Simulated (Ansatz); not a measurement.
Relaxed TiAl (CuAu type, space group P4/mmm):

```
CELL_PARAMETERS angstrom
      5.64852     0.00000     0.00000
      0.00000     2.82426     0.00000
      0.00000     0.00000     4.07079
ATOMIC_POSITIONS crystal
  Al 0.25000 0.50000 0.50000
  Al 0.75000 0.50000 0.50000
  Ti 0.00000 0.00000 0.00000
  Ti 0.50000 0.00000 0.00000
```

In this cell atom 2 (Al, nearest neighbour Al at 2.824 Å; its periodic images, 2.8 Å or more away, move with it) is moved by u·(1.000, 0.000, 0.000) + v·(0.000, 0.000, 1.000); the rest is frozen.

Level of theory: PBE (plane waves to 420 eV, PAW, scalar-relativistic; Ansatz, a program for electronic structure). k mesh 7×13×9 (Γ-centred), Fermi-Dirac smearing 0.05 eV. Compression counts positive. Points where atoms come too close for the PAW data are left out (x in tables, blank in figures). With partly filled bands, energies and forces of such displacements shift with the k mesh and the smearing. TiAl is run without spin polarisation. TiAl was relaxed with its symmetry unable to fall. 

```tsv
P (GPa)	u = -0.710	u = -0.473	u = -0.237	u = 0.000	u = 0.237	u = 0.473	u = 0.710
v = -0.710	x	17.1	12.8	11.3	12.8	17.1	x
v = -0.473	17.6	10.6	___	5.2	___	10.6	17.6
v = -0.237	___	___	2.6	1.3	2.6	___	___
v = 0.000	12.0	5.1	1.3	0.0	1.3	5.1	12.0
v = 0.237	___	___	2.6	1.3	2.6	___	___
v = 0.473	17.6	10.6	___	5.2	___	10.6	17.6
v = 0.710	x	17.1	12.8	11.3	12.8	17.1	x
```

### Question
What belongs in the gaps?

### Answer

- v = -0.473, u = -0.237: 6.5
- v = -0.473, u = 0.237: 6.5
- v = -0.237, u = -0.710: 13.5
- v = -0.237, u = -0.473: 6.5
- v = -0.237, u = 0.473: 6.5
- v = -0.237, u = 0.710: 13.5
- v = 0.237, u = -0.710: 13.5
- v = 0.237, u = -0.473: 6.5
- v = 0.237, u = 0.473: 6.5
- v = 0.237, u = 0.710: 13.5
- v = 0.473, u = -0.237: 6.5
- v = 0.473, u = 0.237: 6.5

(A displaced cell: forces are minus the slopes of the energy, force constants its curvatures, and phonons follow from these.)
